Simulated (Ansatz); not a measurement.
Does the structure type survive?

These are results of DFT r2SCAN, scalar-relativistic, plane waves, PAW in Ansatz 0.2.0, not measurements. All cells share a 500 eV cutoff and Γ-centred k meshes spaced at most 0.3 Å⁻¹ (0.19 for metals, 2π included).

Each formula is placed on the named type at a guessed volume, then cell and atoms relax at zero pressure without lowering the symmetry. Keeping the type says nothing about stability against other structures or lower symmetry. Neighbours of unlike kind (in an element, all neighbours) are counted within 25 % of the shortest distance of their pair. The atoms listed around a site end at a clear gap in distance instead, so their number can differ.

Spin–orbit coupling is left out.

Question: Mg on the alpha-boron type (R-3m, No. 166): does the type hold?

Answer: Only loosely: the neighbours stay the same, but the proportions of the cell change a good deal: a = 7.558 Å, c = 22.513 Å. Mg on Wyckoff site h (6 atoms of the primitive cell) has 6 Mg at 2.97–3.08 Å; Mg on Wyckoff site h (6 atoms of the primitive cell) has 7 Mg at 3.00–3.08 Å.

Question: Does Ti2Hg keep the AlB2 type (P6/mmm, No. 191), with Hg for Al, Ti for B?

Answer: Only loosely: the neighbours of unlike kind stay the same, but the proportions of the cell change a good deal: a = 4.749 Å, c = 2.715 Å. Ti has 5 Ti at 2.71–2.74 Å and 6 Hg at 3.06 Å; Hg has 2 Hg at 2.71 Å and 12 Ti at 3.06 Å.